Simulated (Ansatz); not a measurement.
Relaxed-ion elastic tensor of KCr$_{3}$O$_{8}$ in space group C2/m (No. 12; Pearson symbol mS24) in GPa (Voigt order), DFT-PBEsol in the program Ansatz with PAW potentials; density 3.02 g/cm³, 14.78 Å³ per atom.

```
51.3  27.8  10.3   0.0  -7.4   0.0
27.8   134  24.2   0.0  -5.0   0.0
10.3  24.2  40.3   0.0  -2.4   0.0
 0.0   0.0   0.0  18.2   0.0  -0.8
-7.4  -5.0  -2.4   0.0  12.4   0.0
 0.0   0.0   0.0  -0.8   0.0  26.5
```

Task: Is the crystal mechanically stable?

Result: Yes: the smallest eigenvalue of C is 11.0 GPa.

Task: Work out the Voigt, Reuss and Hill averages.

Result: K_V = 38.9, K_R = 25.9, K_H = 32.4; G_V = 22.3, G_R = 17.9, G_H = 20.1 GPa.

Task: Give Young's modulus, Poisson's ratio, Pugh's ratio and the universal anisotropy index.

Result: E = 9KG/(3K + G) = 50.0 GPa; ν = 0.24; K/G = 1.61 (brittle by the Pugh limit of 1.75); A_U = 5G_V/G_R + K_V/K_R − 6 = 1.72.

Task: Estimate the sound speeds and the Debye temperature.

Result: v_l = √((K + 4G/3)/ρ) = 4420 m/s, v_t = √(G/ρ) = 2580 m/s, mean 2860 m/s; Θ = (h/k)(3n/4πV)^(1/3) v_m = 347 K.

The workflow started from a Materials Project entry (that database holds measured and hypothetical structures alike); the Crystallography Open Database files this formula in space group No. 12, but the cells were not matched. Its standing as an ambient phase is unchecked. Symmetry was held in the PBEsol relaxation; its stability against distortions is not shown here. The final state is ferromagnetic, chosen from 2 collinear starts compared on coarse meshes (ties went to the first, and starts can fall back to one state), not a proven ground state. No Hubbard U is applied.

Potentials: the earlier of the program's two PAW sets. The files were generated under PBE; for other functionals the program regenerates the frozen cores, and for LDA and PBEsol the local potential too.
